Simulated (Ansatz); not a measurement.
# Property card for Rh

Rh:
```cif
data_Rh
_chemical_formula_sum 'Rh1'
_space_group_name_H-M_alt 'P 1'
_space_group_IT_number 1
_cell_length_a 2.62285
_cell_length_b 2.62285
_cell_length_c 2.62285
_cell_angle_alpha 109.471
_cell_angle_beta 109.471
_cell_angle_gamma 109.471
loop_
_space_group_symop_operation_xyz
  'x, y, z'
loop_
_atom_site_label
_atom_site_type_symbol
_atom_site_fract_x
_atom_site_fract_y
_atom_site_fract_z
_atom_site_occupancy
Rh1 Rh 0.00000 0.00000 0.00000 1
```

Space group Im-3m (No. 229), bcc (W type); conventional cell a = 3.0286 Å, b = 3.0286 Å, c = 3.0286 Å, α = 90.00°, β = 90.00°, γ = 90.00°.

Method: PBEsol (plane waves, PAW; program Ansatz). Geometry: relaxed at this level of theory. Other levels are named where they apply.

**Cell and energy**

```yaml
volume_per_atom: 13.89 Å³
density: 12.30 g/cm³
```

**Electronic structure**

```yaml
electronic_character: metallic (no gap)
Density of states at the Fermi level: 2.9 states/eV per atom (mean over ±0.08 eV)
Gap with spin–orbit coupling: none (metallic)
```

**Mechanics**

```yaml
Bulk modulus (Birch–Murnaghan fit): 2690 kbar
Pressure derivative B′: 5.1
Elastic constants (relaxed ions, GPa): C11 = 64.0, C12 = 372, C44 = 164
mechanical_stability: unstable (C has a negative eigenvalue)
```

The start of the workflow was typed in or built on a structure type; the Crystallography Open Database copy checked does not list it. It is not the phase usual at ambient conditions (space group No. 225). The PBEsol relaxation kept the symmetry of its start. The run is not spin-polarised. As this level gives no gap, shear constants depend on the k-mesh and smearing (Fermi–Dirac, 0.1 eV here). On the denser mesh and wider smearing of the elastic run this cell carries a stress of 0.5 GPa. Scalar-relativistic: spin–orbit coupling is off unless named, which matters more the heavier the elements.

Potentials: the later of the program's two PAW sets.
